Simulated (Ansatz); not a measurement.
The relaxed structure here is a generated cell of SnO: the first start was made by placing the elements on the sites of a structure type, and the end was not matched to a known phase here, so it may be hypothetical. Known forms of SnO include space group No. 129.

The end point of a relaxation of SnO. Space group R3m (No. 160). Computed with r2SCAN (plane waves to 500 eV, PAW, scalar-relativistic; Ansatz, a first-principles code).

```cif
data_O2Sn2
_chemical_formula_sum 'O2 Sn2'
_space_group_name_H-M_alt 'P 1'
_space_group_IT_number 1
_cell_length_a 6.59473
_cell_length_b 6.59473
_cell_length_c 6.59473
_cell_angle_alpha 31.643
_cell_angle_beta 31.643
_cell_angle_gamma 31.643
loop_
_space_group_symop_operation_xyz
  'x, y, z'
loop_
_atom_site_label
_atom_site_type_symbol
_atom_site_fract_x
_atom_site_fract_y
_atom_site_fract_z
_atom_site_occupancy
O1 O 0.67874 0.67874 0.67874 1
O2 O 0.10282 0.10282 0.10282 1
Sn1 Sn 0.98130 0.98130 0.98130 1
Sn2 Sn 0.48714 0.48714 0.48714 1
```

Q: What is the computed band gap (r2SCAN)?

A: 1.18 eV, indirect (valence top at 36 % of the way from F to Γ, conduction bottom at Γ) (no spin-orbit coupling).

Q: Predict the smallest direct gap from r2SCAN.

A: 1.23 eV at Γ.

No spin polarisation in the result.

The run could not lose the symmetry of its start: the end is stationary, and may be a saddle point rather than a minimum.

It was reached from a disturbed copy of a F-43m (No. 216) cell (zinc blende type), against which it lies -0.28 eV/atom.
